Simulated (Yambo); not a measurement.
A G0W0@PBEsol run in Yambo for ZnSnO3 (space group R3c, No. 161) (2×2×2 Γ-centred k mesh, bands 9 to 200 and a 7 Ry block in the screening, 200 bands in G with the Bruneval-Gonze terminator, plasmon pole fitted at 27.2 eV) gives these matrix elements, in eV, at the band edges (Γ → Γ):

```tsv
state	E0	<Vxc>	<Σx>	<Σc(E0)>	Z
valence edge	0.000	-22.575	-28.365	4.989	0.780
conduction edge	1.022	-15.569	-11.965	-3.123	0.819
```

### Question
Solve the linearised quasiparticle equation for both states, give the gap, and say how exchange and correlation each act on it.

### Answer
E = E0 + Z(Σx + Σc − Vxc). Valence: 0.000 + 0.780 × (-28.365 + (4.989) − (-22.575)) = -0.62 eV. Conduction: 1.022 + 0.819 × (-11.965 + (-3.123) − (-15.569)) = 1.42 eV. The gap is 2.04 eV, against 1.02 eV in PBEsol. Replacing Vxc by bare exchange alone would open it by 9.39 eV; correlation takes back 8.11 eV of that, and Z scales what is left. Nearest settings tried, and what they do to the gap: 139 bands in G: +7 meV; 139 bands in W, 139 bands in G: +105 meV; 6 Ry block (199 vectors against 271): -44 meV. Not varied: mesh. So the settings aren't converged at that level. Oxides, nitrides and fluorides with a shallow 3d shell are known to need far more bands and larger blocks. The k mesh is coarse. Spin-orbit splittings are left out.

The standard potential for Sn keeps a d shell in the valence without the s and p states of that shell. In tests on such compounds this moved G0W0 gaps by up to about 0.9 eV, so absolute quasiparticle energies here are unreliable; differences between settings are what counts.

Geometry of the Materials Project entry, not relaxed at this level; primitive cell a = b = c = 5.6591 Å, α = β = γ = 56.43°.

The structure is a Materials Project entry; no match was found in the copy of COD used, and its stability was not checked.
